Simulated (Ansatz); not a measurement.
7 guesses for Ge2Sb2O and where they end

Computed with DFT PBE, scalar-relativistic, plane waves, PAW in Ansatz 0.2.0. Settings: cutoff 420 eV, Γ-centred meshes spaced at most about 0.3 Å⁻¹, and about 0.25 Å⁻¹ or finer for metals (2π included), Gaussian smearing. No spin polarisation in the final relaxations.

Each guess was relaxed in cell and atoms at zero pressure, within the symmetry of its start. All energies are static (0 K, no zero-point motion). Coordination counts Ge or Sb atoms around O (for each partner element, those within 1.25 times its shortest distance or 1.15 times the sum of covalent radii, where it is the nearest in units of that sum or under 1.3; the shortest distance is added where it is long for a bond).

| guess | made from | start group | V start (Å³/atom) | end group | V end (Å³/atom) | coordination at the end | gap on mesh (eV) | E over the lowest end (meV/atom) |
| --- | --- | --- | --- | --- | --- | --- | --- | --- |
| 1 | random cell | P4/mmm | 22.5 | P4/mmm | 20.9 | O 4 | 0 | 287 |
| 2 | random cell | P6/mmm | 23.3 | ? | ? | ? | ? | ? |
| 3 | Y2H2C type | P-3m1 | 19.9 | P-3m1 | 20.5 | O 6 from 2.6 Å | 0 | 280 |
| 4 | random cell | P4/mmm | 22.9 | P4/mmm | 21.3 | O 4 | 0 | 0 |
| 5 | TbNi2Ge2 type | I4/mmm | 20.2 | I4/mmm | 22.6 | O 2 | 0 | 18 |
| 6 | random cell | P6/mmm | 21.8 | P6/mmm | 27.0 | O 2 | 0 | 587 |
| 7 | Ba2ZnN2 type | I4/mmm | 22.6 | I4/mmm | 24.5 | O 2 | 0 | 154 |

Guess 2 as it starts:

Space group P6/mmm (No. 191). a = 5.273 Å, b = 5.273 Å, c = 4.832 Å, α = 90.00°, β = 90.00°, γ = 120.00°
```
atom  site  symmetry       x       y       z
  Ge    2c      -6m2  0.3333  0.6667  0.0000
  Sb    2d      -6m2  0.3333  0.6667  0.5000
   O    1a     6/mmm  0.0000  0.0000  0.0000
```

Problem. Predict the end of this guess and its energy over the lowest end.

Solution. It ends in space group P6/mmm (No. 191), with a = 4.825 Å, c = 5.768 Å, 23.3 Å³/atom and no gap. It lies 0.51 eV/atom over the lowest end, above guess 1 and below guess 6. Counting Ge or Sb atoms around O, this end has O 6 from 2.8 Å and the lowest (guess 4) has O 4. This end and the lowest (guess 4) both hold Sb–Sb nets.

Space group P6/mmm (No. 191). a = 4.825 Å, b = 4.825 Å, c = 5.768 Å, α = 90.00°, β = 90.00°, γ = 120.00°
```
atom  site  symmetry       x       y       z
  Ge    2c      -6m2  0.3333  0.6667  0.0000
  Sb    2d      -6m2  0.3333  0.6667  0.5000
   O    1a     6/mmm  0.0000  0.0000  0.0000
```

Energies over the elements count from the elements' standard structures at the same level (O₂ as a molecule), with no fitted energy shifts.

Problem. Is the lowest end bound against the elements?

Solution. Yes: its formation energy is −0.17 eV/atom. Whether it is stable depends on the other phases of the system, which aren't compared here.

For metals, differences of a few meV/atom aren't resolved. No dispersion correction is applied, so the spacing and binding between layers, chains or molecules are poorly described (P6/mmm at 27.0 Å³/atom), and this can change margins and order among such cells. These runs have no spin–orbit coupling, which can matter for Sb. Cells relaxed within their symmetry can be saddle points. A lower structure may well exist outside this small set. Some types were kept out of the candidates beforehand, so the set may lack a known form.
